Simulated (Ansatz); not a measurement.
Co3NiB:
```
Co3NiB
1.0
    3.75744     0.00000     0.00000
    0.00000     3.75744     0.00000
    0.00000     0.00000     3.75744
Co Ni B
3 1 1
Direct
  0.50000   0.50000   0.00000
  0.00000   0.50000   0.50000
  0.50000   0.00000   0.50000
  0.00000   0.00000   0.00000
  0.50000   0.50000   0.50000
```
The run is spin-polarised; directions of the spins, atom by atom: ↑ ↑ ↑ ↑ 0.

Relaxed with r²SCAN.

Which orbitals make up the states near the Fermi level in plane-wave PAW r²SCAN (Ansatz code)?

Within 0.5 eV of the Fermi level: Co 3d 58 %, Ni 3d 27 %, B 2p 7 %. Projections are on Löwdin-orthogonalised atomic valence shells; empty p or d shells of many metals are not among them.

Tabulate the density of states.

States/eV per cell of 5 atoms, in 0.25 eV bins, energy from the Fermi level.

```tsv
E (eV)	total	Co 3d	Ni 3d	B 2p
-7.85	0.04	0.01	0.00	0.00
-7.60	0.02	0.00	0.00	0.00
-7.35	0.00	0.00	0.00	0.00
-7.10	0.27	0.11	0.01	0.10
-6.85	1.51	0.46	0.03	0.63
-6.60	2.22	0.64	0.04	0.95
-6.35	2.61	0.81	0.05	1.07
-6.10	2.41	0.84	0.05	0.77
-5.85	2.15	0.80	0.04	0.63
-5.60	1.45	0.64	0.04	0.49
-5.35	1.89	1.00	0.05	0.58
-5.10	3.08	1.91	0.11	0.69
-4.85	5.07	3.44	0.26	0.61
-4.60	2.05	1.14	0.10	0.38
-4.35	2.54	1.57	0.25	0.40
-4.10	3.93	2.56	0.47	0.46
-3.85	10.34	7.14	1.10	0.73
-3.60	8.73	5.96	1.62	0.58
-3.35	5.85	4.04	1.15	0.28
-3.10	6.47	4.16	1.68	0.20
-2.85	9.75	6.63	2.42	0.15
-2.60	7.90	5.94	1.36	0.11
-2.35	4.91	3.54	1.04	0.08
-2.10	9.24	5.33	3.13	0.26
-1.85	11.86	6.81	4.23	0.24
-1.60	10.65	5.65	4.59	0.06
-1.35	10.24	6.92	2.70	0.08
-1.10	7.90	3.93	3.17	0.19
-0.85	4.99	2.84	1.73	0.11
-0.60	4.29	2.58	1.47	0.09
-0.35	4.46	2.46	1.37	0.25
-0.10	3.59	2.03	0.90	0.32
0.15	3.66	2.05	1.06	0.27
0.40	4.16	2.63	0.98	0.25
0.65	4.22	3.27	0.42	0.26
0.90	5.35	4.24	0.53	0.28
1.15	4.73	3.31	0.79	0.29
1.40	1.69	0.94	0.07	0.33
1.65	2.39	1.41	0.09	0.45
1.90	1.61	0.86	0.07	0.37
2.15	0.92	0.50	0.04	0.19
2.40	1.80	0.70	0.07	0.59
2.65	1.27	0.50	0.04	0.36
2.90	1.04	0.41	0.03	0.25
3.15	0.95	0.35	0.03	0.23
3.40	0.49	0.12	0.01	0.10
3.65	0.79	0.23	0.02	0.20
3.90	1.61	0.56	0.05	0.43
4.15	0.97	0.25	0.02	0.21
4.40	0.85	0.18	0.02	0.14
4.65	0.94	0.19	0.02	0.16
```

Space group Pm-3m (anti-perovskite). The start of the workflow was typed in or built on a structure type; neither database checked (COD, Materials Project) lists it. Whether it is the stable phase at ambient conditions was not checked. The cell was relaxed with r²SCAN under the symmetry of its start; its stability against distortions is not shown here. Magnetic state: ferromagnetic, chosen from 3 collinear starts compared on coarse meshes (ties went to the first, and starts can fall back to one state), not a proven ground state. Its formation energy is positive at this level, so the cell may be metastable or incomplete. Other orbital occupations within this spin state were not tried.

Potentials: the earlier of the program's two PAW sets. The files were generated under PBE; for other functionals the program regenerates the frozen cores, and for LDA and PBEsol the local potential too.
